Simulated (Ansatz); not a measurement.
Given:

Bi₂Pd:
```
CELL_PARAMETERS angstrom
      0.00386     5.70919     0.00000
      4.30914     0.00000     0.00000
     -2.15140    -1.49984    -6.26948
ATOMIC_POSITIONS crystal
  Bi 0.68649 0.83975 0.67921
  Bi 0.31351 0.16025 0.32079
  Bi 0.20459 0.42583 0.85205
  Bi 0.79541 0.57417 0.14795
  Pd 0.17069 0.77718 0.55474
  Pd 0.82931 0.22282 0.44526
```

This is the r²SCAN-relaxed structure.

Q: All from r²SCAN (plane waves, PAW; program Ansatz), unless another level is named. Predict the formation energy from the elements (no fitted shifts).

A: -0.20 eV/atom.

Q: What about the density of states at the Fermi level?

A: 0.34 states/eV per atom (mean over ±0.08 eV).

Space group C2/m. The workflow started from a Materials Project entry (that database holds measured and hypothetical structures alike); the Crystallography Open Database files this formula in space group No. 12, but the cells were not matched. Whether it is the stable phase at ambient conditions was not checked. The cell was relaxed with r²SCAN under the symmetry of its start; whether a distortion lowers the energy is not shown. The run is not spin-polarised. The references are the lowest solids computed at this level, not always the standard phases. Scalar-relativistic: spin–orbit coupling is off unless named, which matters more the heavier the elements.

Potentials: the later of the program's two PAW sets.
